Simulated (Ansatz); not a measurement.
CaLaAl4: what a change of scf.max_iter does

Level of theory: r2SCAN, no spin polarisation, scalar-relativistic; Ansatz, plane waves to 500 eV (PAW set soft_2), k-mesh 4×4×4. These are the settings of the reference run.

Cell:

```
CELL_PARAMETERS angstrom
0.00000 -4.03073 4.03073
0.00000 4.03073 4.03073
-8.06146 0.00000 0.00000
ATOMIC_POSITIONS crystal
Al 0.74953 0.00000 0.62524
Al 0.24953 0.50000 0.12524
Al 0.25047 0.00000 0.62524
Al 0.75047 0.50000 0.12524
Al 0.00000 0.25047 0.37476
Al 0.50000 0.75047 0.87476
Al 0.00000 0.74953 0.37476
Al 0.50000 0.24953 0.87476
Ca 0.00000 0.50000 0.75000
Ca 0.50000 0.00000 0.25000
La 0.50000 0.50000 0.50000
La 0.00000 0.00000 0.00000
```

The reference run of this cell is solved again as a single point with these keys changed:

| key | reference run | changed run |
| --- | --- | --- |
| scf.max_iter | not typed | 2 |

Q: Does this change matter?

A: It doesn't converge (2 iterations).
